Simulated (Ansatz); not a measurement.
**Phonons of PtS₂ (P-3m1)**

```xyz
3
Lattice="3.5747 0.0000 0.0000 -1.7873 3.0958 0.0000 0.0000 0.0000 4.7169" Properties=species:S:1:pos:R:3 pbc="T T T"
Pt    0.0000    0.0000    0.0000
S     0.0000    2.0639    1.1955
S     1.7873    1.0319    3.5214
```

The conventional cell has a = 3.575 Å, b = 3.575 Å, c = 4.717 Å, α = 90.00°, β = 90.00°, γ = 120.00°. Pt (atom 1) is surrounded by 6 S at 2.39 Å. Around S (atom 2) lie 3 Pt at 2.39 Å.

Unless marked otherwise, the numbers come from PBEsol, all-electron LAPW in Ansatz 0.2.0, scalar-relativistic. k mesh 10×10×8, Fermi-Dirac smearing of 0.100 eV, basis error target 1 meV/atom. The cell was relaxed by PAW under this functional, which moved its volume by -5 % from the database entry's.

Atoms are displaced by 0.01 Å in the smallest supercells that hold the wave vectors of a 2×2×2 mesh. Negative values stand for unstable modes.

**Question.** What are the phonon energies at the solved wave vectors, in meV?

**Answer.** 

| q | point | modes (meV) |
| --- | --- | --- |
| 0.000 0.000 0.000 | Gamma | 36.59 (×2), 38.04 (×2), 39.71, 40.49 |
| 0.500 0.000 0.000 | M | 14.61, 16.36, 23.47, 31.69, 34.62, 39.87, 41.51, 43.47, 43.49 |
| 0.000 0.000 0.500 | A | 4.73, 5.37 (×2), 36.44 (×2), 40.70, 41.41, 42.57 (×2) |
| 0.500 0.000 0.500 | L | 13.89, 15.71, 23.28, 32.41, 34.14, 38.82, 39.07, 43.55, 43.61 |

**Question.** Is the structure dynamically stable at these wave vectors?

**Answer.** Yes, no mode is unstable there; wave vectors off this mesh aren't tested.

**Question.** How do the optical zone-centre modes decompose, and which are active?

**Answer.** Point group -3m: Γ_opt = Eg + Eu + A2u + A1g.

```
label    meV  activity     mostly
   Eg  36.59     Raman  S (100 %)
   Eu  38.04        IR   S (75 %)
  A2u  39.71        IR   S (75 %)
  A1g  40.49     Raman  S (100 %)
```

In a metal the activity is that of symmetry alone; free carriers screen the infrared modes.

**Question.** How well do frozen-core PAW files reproduce these all-electron values?

**Answer.** With a cutoff of 420 eV and displacements of 0.0025 Å, the r.m.s. difference over the modes is 0.2 cm⁻¹; the largest difference is 255.1 (PAW) against 255.6 cm⁻¹ (LAPW).

Caveats: the gap is closed or tiny at this level, so small that the run used smearing; responses move with mesh and smearing; no spin-orbit coupling on heavy atoms; no dispersion correction, so the spacing and stiffness between layers or molecules are poor; the frozen-core PAW files of the compared runs were fitted under PBE, their cores solved anew for this functional.
